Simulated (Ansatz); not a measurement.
Here is an unrelaxed guess for V3F7.

```cif
data_structure
_symmetry_space_group_name_H-M 'P4/mmm'
_symmetry_Int_Tables_number 123
_cell_length_a 8.9678
_cell_length_b 8.9678
_cell_length_c 4.1894
_cell_angle_alpha 90.000
_cell_angle_beta 90.000
_cell_angle_gamma 90.000
_cell_volume 336.91
loop_
_atom_site_label
_atom_site_type_symbol
_atom_site_symmetry_multiplicity
_atom_site_Wyckoff_symbol
_atom_site_fract_x
_atom_site_fract_y
_atom_site_fract_z
_atom_site_occupancy
V1 V 1 a 0.00000 0.00000 0.00000 1
V2 V 2 f 0.00000 0.50000 0.00000 1
F1 F 1 b 0.00000 0.00000 0.50000 1
F2 F 4 l 0.00000 0.78903 0.00000 1
F3 F 2 e 0.00000 0.50000 0.50000 1
```

Computed with DFT PBE, scalar-relativistic, plane waves, PAW in Ansatz 0.2.0. Cutoff 420 eV; k points 2×2×4 on the computed 10-atom cell (Γ-centred); Gaussian smearing, width 0.10 eV; collinear spin from starting moments 2.0 2.0 2.0 0.0 0.0 0.0 0.0 0.0 0.0 0.0 μB.

The zero of energy is the elements' standard structures at the same level (F₂ as a molecule); no fitted shifts are applied.

Question: What does a single point on this coarse mesh give?

Answer: The pressure is -5.3 GPa (the mean over three directions, positive in compression), the largest force is 0.61 eV/Å, and the energy is −2.10 eV/atom against the elements. The shortest distance is 1.89 Å.

Question: Is it a good guess?

Answer: A rough one: relaxing gains about 0.38 eV/atom (the start's value is from the coarse mesh, so the gain is rough) in 11 ionic steps and ends at −2.47 eV/atom on the finer mesh. The symmetry stays P4/mmm (No. 123). The volume per atom shrinks by 29.7 %, from 33.7 to 23.7 Å³. The shortest distance goes from 1.89 Å (V–F) to 1.93 Å (V–F). Conventional cell: a = 7.794 Å, c = 3.897 Å. V on a site of symmetry 4/mmm has 6 F at 1.95–1.97 Å; V on a site of symmetry mmm has 4 F at 1.93–1.95 Å; F on a site of symmetry 4/mmm is surrounded by 2 V at 1.95 Å; 2 more sites not described.

The last run used collinear spin, a 6×6×10 mesh (in the run's order of axes) for its 10-atom cell and Gaussian smearing of 0.10 eV. No Hubbard U is applied to the open shell of V. Another magnetic order may lie lower. The relaxation can't lower the symmetry of the start, and the grade says only how near the guess is to its own end. A structure relaxed within its symmetry needn't be a true minimum.
